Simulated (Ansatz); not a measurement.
Data:

Cs$_{2}$NaScF$_{6}$:
```cif
data_Cs2F6NaSc
_chemical_formula_sum 'Cs2 Na1 Sc1 F6'
_space_group_name_H-M_alt 'P 1'
_space_group_IT_number 1
_cell_length_a 6.07161
_cell_length_b 6.07161
_cell_length_c 6.07161
_cell_angle_alpha 60.000
_cell_angle_beta 60.000
_cell_angle_gamma 60.000
loop_
_space_group_symop_operation_xyz
  'x, y, z'
loop_
_atom_site_label
_atom_site_type_symbol
_atom_site_fract_x
_atom_site_fract_y
_atom_site_fract_z
_atom_site_occupancy
Cs1 Cs 0.75000 0.75000 0.75000 1
Cs2 Cs 0.25000 0.25000 0.25000 1
Na1 Na 0.50000 0.50000 0.50000 1
Sc1 Sc 0.00000 0.00000 0.00000 1
F1 F 0.76687 0.23313 0.23313 1
F2 F 0.23313 0.76687 0.76687 1
F3 F 0.23313 0.76687 0.23313 1
F4 F 0.76687 0.23313 0.76687 1
F5 F 0.23313 0.23313 0.76687 1
F6 F 0.76687 0.76687 0.23313 1
```

This is the LDA-relaxed structure.

Q: All from plane-wave PAW LDA (Ansatz code), unless another level is named. Predict the Debye temperature from the elastic constants.

A: 309 K.

Q: Give the vibrational entropy at 300 K.

A: 30.5 J/(K·mol of atoms).

Q: Give the zero-point energy.

A: 40.0 meV/atom.

Space group Fm-3m. The workflow started from a Materials Project entry (that database holds measured and hypothetical structures alike); the Crystallography Open Database copy checked does not list it. Its standing as an ambient phase is unchecked. Symmetry was held in the LDA relaxation; phonons on a q-mesh show no instability. No spin polarisation was allowed. Scalar-relativistic: spin–orbit coupling is off unless named, which matters more the heavier the elements.

Potentials: the later of the program's two PAW sets.
